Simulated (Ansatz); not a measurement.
# Trial structures of In2CuO4: starts and ends

All numbers below come from DFT PBE, scalar-relativistic, plane waves, PAW in Ansatz 0.2.0. All cells share a 420 eV cutoff and Γ-centred k meshes spaced at most about 0.3 Å⁻¹ (about 0.25 or finer for metals, 2π included). Collinear spin in cells that started with moments and kept them past the coarse steps, no spin elsewhere.

Each guess was relaxed in cell and atoms at zero pressure, within the symmetry of its start. These are static total energies at zero pressure. Coordination counts O atoms around Cu and In (those within 1.25 times the shortest such distance or 1.15 times the sum of covalent radii; a plus sign parts nearer from farther groups; the shortest distance is added where it is long for a bond).

```tsv
guess	made from	start group	V start (Å³/atom)	end group	V end (Å³/atom)	coordination at the end	gap on mesh (eV)	largest moment (μB)	E over the lowest end (meV/atom)
1	random cell	P4/mmm	15.7	P4/mmm	22.7	In 2, Cu 8 from 3.5 Å	0	-	1276
2	a cell as deposited in COD	I4/mmm	13.5	I4/mmm	12.0	In 4+4, Cu 4	0	0.0	0
3	random cell	Fmmm	15.2	Fmmm	15.8	In 4, Cu 2	0	-	789
4	random cell	P6/mmm	14.2	?	?	?	?	?	?
```

Guess 4 as it starts:

```cif
data_structure
_symmetry_space_group_name_H-M 'P 1'
_symmetry_Int_Tables_number 1
_cell_length_a 5.6183
_cell_length_b 5.6183
_cell_length_c 3.6266
_cell_angle_alpha 90.000
_cell_angle_beta 90.000
_cell_angle_gamma 120.000
_cell_volume 99.14
loop_
_atom_site_label
_atom_site_type_symbol
_atom_site_fract_x
_atom_site_fract_y
_atom_site_fract_z
_atom_site_occupancy
In1 In 0.33333 0.66667 0.00000 1
In2 In 0.66667 0.33333 0.00000 1
Cu1 Cu 0.00000 0.00000 0.00000 1
O1 O 0.00000 0.00000 0.50000 1
O2 O 0.50000 0.00000 0.00000 1
O3 O 0.00000 0.50000 0.00000 1
O4 O 0.50000 0.50000 0.00000 1
```

**Question.** Predict the end of this guess and its energy over the lowest end.

**Answer.** It ends in space group P6/mmm (No. 191), with a = 6.811 Å, c = 3.514 Å, 20.2 Å³/atom and no gap, with moments up to 0.4 μB. It lies 0.50 eV/atom over the lowest end, above guess 2 and below guess 3. Counting O atoms around Cu and In, this end has In 3, Cu 2 and the lowest (guess 2) has In 4+4, Cu 4.

```xyz
7
Lattice="6.8107 0.0000 0.0000 -3.4054 5.8982 0.0000 0.0000 0.0000 3.5143" Properties=species:S:1:pos:R:3 pbc="T T T"
In    0.0000    3.9322    0.0000
In    3.4054    1.9661    0.0000
Cu    0.0000    0.0000    0.0000
O     0.0000    0.0000    1.7571
O     3.4054    0.0000    0.0000
O    -1.7027    2.9491    0.0000
O     1.7027    2.9491    0.0000
```

The zero of energy is the elements' standard structures at the same level (O₂ as a molecule); no fitted shifts are applied.

**Question.** Is the lowest end bound against the elements?

**Answer.** Yes: its formation energy is −1.03 eV/atom. It lies below the elements, which doesn't yet make it stable against other compounds or structures.

In such compounds of Cu a zero gap at this level may well be an artefact, since no Hubbard U is applied. In Fmmm, P4/mmm an odd number of electrons in the primitive cell allows no gap without spin; a larger cell or a magnetic state could open one. Another magnetic order may lie lower. Cells relaxed within their symmetry can be saddle points. Some structure types and database cells were kept out of the candidates from the start, so a known form may be missing.
